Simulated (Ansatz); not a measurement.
One crystal and one scan (energy against volume) at two levels, r2SCAN (plane waves to 500 eV, PAW, scalar-relativistic; Ansatz, a program for electronic structure) and PBE (plane waves to 420 eV, PAW, scalar-relativistic; Ansatz), each from its own relaxed cell and on its own mesh. The cell shown is that of r2SCAN.

HfO2 (fluorite)

```yaml
crystal:
  lattice:
    - [0.00000, 2.52923, 2.52923]
    - [2.52923, 0.00000, 2.52923]
    - [2.52923, 2.52923, 0.00000]
  atoms:
    - { symbol: Hf, position: [0.00000, 0.00000, 0.00000] }
    - { symbol: O, position: [0.25000, 0.25000, 0.25000] }
    - { symbol: O, position: [0.75000, 0.75000, 0.75000] }
```

The volume is varied about the relaxed value V₀ at fixed cell shape. Symmetry pins the atoms to their sites.

Energies are smeared free energies. HfO2 is run without spin polarisation. HfO2 was relaxed with its symmetry unable to fall. Spin-orbit coupling is left out, though Hf is heavy. This is a high-temperature form of HfO2. Percentages come from the unrounded values. Both scans cover V/V₀ from 0.900 to 1.100.

Results of r2SCAN:

- Lattice constant a (Å): 5.058
- Pressure at the smallest volume (GPa): 35.5
- Energy cost of the largest compression (meV/atom): 109.2
- Energy cost of the largest expansion (meV/atom): 77.3
- Bulk modulus B₀ (third-order Birch-Murnaghan fit) (GPa): 270.7
- Pressure for 5 % compression (fit) (GPa): 15.5

Question: Estimate the PBE values.

Answer: 
```
quantity                                                   PBE     r2SCAN − PBE
-------------------------------------------------------  -----  ---------------
Lattice constant a (Å)                                   5.098  -0.040 (-0.8 %)
Pressure at the smallest volume (GPa)                     32.3    +3.2 (+9.9 %)
Energy cost of the largest compression (meV/atom)        101.6    +7.6 (+7.5 %)
Energy cost of the largest expansion (meV/atom)           71.8    +5.5 (+7.8 %)
Bulk modulus B₀ (third-order Birch-Murnaghan fit) (GPa)  245.8    +24.9 (+10 %)
Pressure for 5 % compression (fit) (GPa)                  14.0     +1.5 (+10 %)
```

r2SCAN gives the higher value for: pressure at the smallest volume; energy cost of the largest compression; energy cost of the largest expansion; bulk modulus B₀; pressure for 5 % compression. r2SCAN gives the lower value for: lattice constant a. Neither level is exact: the differences show how much the result hangs on the functional.

(A scan under strain: stresses follow from slopes of the energy per volume, elastic moduli from its curvatures.)
